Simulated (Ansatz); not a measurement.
Relaxed-ion elastic tensor of SiGeC₂ in space group P-4m2 (No. 115; Ge on 1c, Si on 1a, C on 2g) in GPa (Voigt order), r²SCAN (plane waves, PAW; program Ansatz); density 4.67 g/cm³, 11.10 Å³ per atom.

```
 484  20.9   125   0.0   0.0   0.0
20.9   484   125   0.0   0.0   0.0
 125   125   372   0.0   0.0   0.0
 0.0   0.0   0.0   227   0.0   0.0
 0.0   0.0   0.0   0.0   227   0.0
 0.0   0.0   0.0   0.0   0.0   128
```

**Question.** Is the crystal mechanically stable?

**Answer.** Yes: the smallest eigenvalue of C is 128 GPa.

**Question.** Work out the Voigt, Reuss and Hill averages.

**Answer.** K_V = 209, K_R = 209, K_H = 209; G_V = 188, G_R = 173, G_H = 180 GPa.

**Question.** Give Young's modulus, Poisson's ratio, Pugh's ratio and the universal anisotropy index.

**Answer.** E = 9KG/(3K + G) = 420 GPa; ν = 0.16; K/G = 1.16 (brittle by the Pugh limit of 1.75); A_U = 5G_V/G_R + K_V/K_R − 6 = 0.43.

**Question.** Estimate the sound speeds and the Debye temperature.

**Answer.** v_l = √((K + 4G/3)/ρ) = 9810 m/s, v_t = √(G/ρ) = 6220 m/s, mean 6840 m/s; Θ = (h/k)(3n/4πV)^(1/3) v_m = 913 K.

**Question.** How much does each axis shrink under pressure?

**Answer.** Linear compressibilities β_i = Σ_j S_ij (j = 1 to 3): x 1.6, y 1.6, z 1.6 per TPa.

The start of the workflow was typed in or built on a structure type; neither database checked (COD, Materials Project) lists it. Its standing as an ambient phase is unchecked. The r²SCAN relaxation kept the symmetry of its start; its stability against distortions is not shown here.

Potentials: the later of the program's two PAW sets.
